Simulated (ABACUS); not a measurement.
Set-up for a self-consistent single point of TiC (Fm-3m, 8 atoms in the cell; from Materials Project mp-631, changed as shown).

```xyz
8
Lattice="4.2448 0.0000 0.0000 0.0000 4.2448 0.0000 0.0000 0.0000 4.2448" Properties=species:S:1:pos:R:3 pbc="T T T"
Ti     0.0000     0.0000     0.0000
Ti     0.0000     2.1224     2.1224
Ti     2.1224     0.0000     2.1224
Ti     2.1224     2.1224     0.0000
C      2.1224     0.0000     0.0000
C      2.1224     2.1224     2.1224
C      0.0000     0.0000     2.1224
C      0.0000     2.1224     0.0000
```

All values come from this method and carry its errors: ABACUS 3.10.1 with LDA (PW92), numerical atomic orbitals TZDP (confined pseudo-atomic orbitals with Gaussian additions; energy shift 0.01 Ry), PseudoDojo 0.4 standard norm-conserving LDA (tails mended) pseudopotentials.

ABACUS settings:

- basis = TZDP numerical atomic orbitals, energy shift 0.01 Ry
- KPT = Gamma 10 10 10 0 0 0
- basis_type = lcao
- dft_functional = PWLDA
- ecutwfc = 100 Ry
- smearing_method = fd
- smearing_sigma = 0.00734986 Ry
- potentials = PseudoDojo 0.4 standard norm-conserving LDA (tails mended)
- symmetry = 1
- symmetry_prec = 1e-05
- ks_solver = genelpa
- scf_nmax = 100
- scf_thr = 1.0e-07
- mixing_type = broyden

Results:

- Number of valence electrons: 64
- Number of bands: 42
- Number of k-points after the program's reduction: 56
- Size of the basis: 244
- Number of SCF iterations: 10
- Free energy E − TS: -7123.3169 eV
- Fermi level (on the code's own zero): 15.53 eV
- Pressure: 4.25 GPa

Stress (GPa, positive for compression):
```
4.25  0.00  0.00
0.00  4.25  0.00
0.00  0.00  4.25
```

For comparison: a first run was changed to give this one (lattice scaled by 0.98), and from it to this one the free energy falls by 14.7 meV/atom and the pressure goes from -11.47 to 4.25 GPa.

The atom-centred basis is finite, which shifts total energies and pressures against plane waves. The structure comes from a collection of computed structures, made at another level of theory; the collection holds predicted forms beside known ones.

Cost on one core: very roughly 70 core-seconds.

The atomic orbitals were generated for these runs; they are not ABACUS's published sets and were checked against plane waves on a few crystals only.

“Tails mended”: in these copies of the files the far tail of each local potential was reset to the Coulomb form.
